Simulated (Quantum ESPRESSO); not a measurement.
SiAl2ZnN4, convergence and cost over cutoff and k mesh

A calculation, not a measurement. The program is pw.x of Quantum ESPRESSO 7.5 (plane-wave density functional theory). The cell is made up: 8 atoms on a wurtzite lattice, with randomly drawn elements, strain and displacements, not relaxed. PseudoDojo standard norm-conserving files (v0.5 for PBE, v0.4.1 for LDA and PBEsol) set the functional; there is no spin polarisation, spin-orbit coupling or dispersion term, and the masses in the input are unused placeholders.

Input of the run in row 4:

```
&control calculation='scf', pseudo_dir='./dojo.nc.sr.pbe.v0_5.standard.upf', outdir='./o', disk_io='medium', tprnfor=.true., tstress=.true. /
&system ibrav=0, nat=8, ntyp=4, nbnd=31, ecutwfc=84.00895049, nosym=.true., tot_charge=0,
 occupations='smearing', smearing='fd', degauss=0.0018374661
/
&electrons conv_thr=7.350e-09, electron_maxstep=60, /
ATOMIC_SPECIES
Al 1.0 Al.upf
N 1.0 N.upf
Si 1.0 Si.upf
Zn 1.0 Zn.upf
CELL_PARAMETERS angstrom
3.1421 -0.0183 0.0034
-0.0318 5.366 -0.0404
0.0055 -0.0381 5.0645
ATOMIC_POSITIONS angstrom
Si 0.0398 -0.0082 -0.0249
Al 1.5609 2.712 -0.09
Zn 1.5896 0.8855 2.4995
Al -0.0027 3.5147 2.5276
N 0.0383 -0.0096 1.8494
N 1.56 2.6399 1.871
N 1.5627 0.7927 4.4402
N 0.0025 3.5439 4.3932
K_POINTS automatic
6 4 4 1 1 1
```

The same cell was run at these settings. Meshes are shifted by half a step, and differences are from the last row, which is itself not exact.

```
cutoff (eV)     k mesh  k points solved  threshold (eV)  free energy less the last row's (eV)  pressure (GPa)  largest stress difference (GPa)  largest force difference (eV/Å)  iterations  wall time (s)  k-point pools                  processor
        800  2 x 2 x 2                4           1e-04                                 0.864          -27.51                            31.64                            0.270           8             14              1      AMD EPYC, Zen 5 class
       1143  2 x 2 x 2                4           1e-07                                -0.699           -1.30                             4.96                            0.276          12             25              1      AMD EPYC, Zen 5 class
        712  6 x 4 x 4               48           1e-07                                 6.117          -79.02                            78.27                            0.053          12            117              1      AMD EPYC, Zen 5 class
       1143  6 x 4 x 4               48           1e-07                                 0.001           -0.91                             0.03                            0.002          12            205              1      AMD EPYC, Zen 5 class
       1437  8 x 6 x 6              144           1e-07                                 0.000           -0.93                             0.00                            0.000          12            159              4  Intel Xeon, 2023 or later
```

Each pool is one process. Wall times include start-up and a band step at six k points, which weighs most on the coarsest meshes. The runs were on shared virtual cores whose load varied, so times are rough.